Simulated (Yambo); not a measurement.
Yambo run on BeTe (zinc blende, space group F-43m, No. 216). The wavefunctions are norm-conserving PBE (stringent potentials; Quantum ESPRESSO, 107 Ry, no spin-orbit coupling) ones on a 4×4×4 mesh (14 occupied bands); a = b = c = 3.9646 Å, α = β = γ = 60.00°.

Yambo input:

```
rim_cut
gw0
dyson
el_el_corr
HF_and_locXC
cohsex
em1s
RandQpts= 1000000
RandGvec= 1 Ry
EXXRLvcs= 106.6 Ry
VXCRLvcs= 426.4 Ry
Chimod= "HARTREE"
% BndsRnXs
 6 | 200 |
%
NGsBlkXs= 15 Ry
% LongDrXs
 1.0 | 1.0 | 1.0 |
%
ExtendOut
% QPkrange
 1 | 1 | 14 | 15 |
 7 | 7 | 15 | 15 |
%
```

k points by index: 1 = Γ, 7 = X.

Table of the .qp output:

```
#    K-point    Band    Eo [eV]    E [eV]    E-Eo [eV]    Vxc [eV]    Vnlxc [eV]    Sc|Eo [eV]    Re(Z)    Im(Z)
#
    1    14    0.000000    -3.078010    -3.078010    -13.45103    -15.20323    -1.325817    1.000000    0.000000
    1    15    3.622099    2.324880    -1.297219    -10.53437    -6.028306    -5.803286    1.000000    0.000000
    7    15    1.956090    0.501897    -1.454193    -9.065791    -5.228894    -5.291090    1.000000    0.000000
```
(The two width columns are left out.) Convergence of these settings isn't established.

Geometry relaxed with PBEsol.
